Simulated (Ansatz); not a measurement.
SiO$_{2}$:
```xyz
6
Lattice="4.1945 0.0000 0.0000 0.0000 4.1945 0.0000 0.0000 0.0000 2.6782" Properties=species:S:1:pos:R:3 pbc="T T T"
Si     2.0973     2.0973     1.3391
Si     0.0000     0.0000     0.0000
O      2.9108     2.9108     0.0000
O      1.2837     1.2837     0.0000
O      3.3810     0.8135     1.3391
O      0.8135     3.3810     1.3391
```

Relaxed with PBEsol. Independent-particle spectrum: no excitons, no local fields, no scissors shift; 0.1 eV broadening; ε₁ of the summed bands alone.

### Question
Tabulate the dielectric function from the program Ansatz at the PBEsol level (PAW).

### Answer


```tsv
E (eV)	ε₁ xx	ε₂ xx	ε₁ zz	ε₂ zz
0.0	3.31	0.00	3.56	0.00
0.5	3.31	0.00	3.56	0.00
1.0	3.32	0.00	3.58	0.00
1.5	3.34	0.00	3.60	0.00
2.0	3.37	0.00	3.62	0.00
2.5	3.40	0.00	3.66	0.00
3.0	3.45	0.00	3.71	0.00
3.5	3.51	0.00	3.77	0.00
4.0	3.58	0.00	3.84	0.00
4.5	3.67	0.00	3.92	0.00
5.0	3.79	0.00	4.03	0.00
5.5	3.94	0.00	4.16	0.00
6.0	4.19	0.02	4.32	0.00
6.5	4.49	0.35	4.53	0.00
7.0	4.50	0.56	4.82	0.03
7.5	4.57	0.67	5.20	0.09
8.0	4.76	0.72	5.82	0.54
8.5	5.16	1.03	5.87	0.91
9.0	5.41	1.71	6.20	1.17
9.5	5.16	2.60	6.77	1.78
10.0	4.62	2.39	6.81	2.63
10.5	4.79	2.02	6.72	2.54
11.0	5.48	2.60	7.96	3.67
11.5	5.86	4.04	8.10	8.41
12.0	4.29	5.44	5.97	8.85
```

With all bands, ε∞ without local fields is 3.52 (xx = yy), 3.74 (zz). DFPT, with local fields, gives 3.43 (xx = yy), 3.60 (zz).

Space group P4_2/mnm (rutile). This is a known high-pressure phase of the composition, computed here at zero pressure and temperature. Symmetry was held in the PBEsol relaxation; its stability against distortions is not shown here.

Potentials: the earlier of the program's two PAW sets.
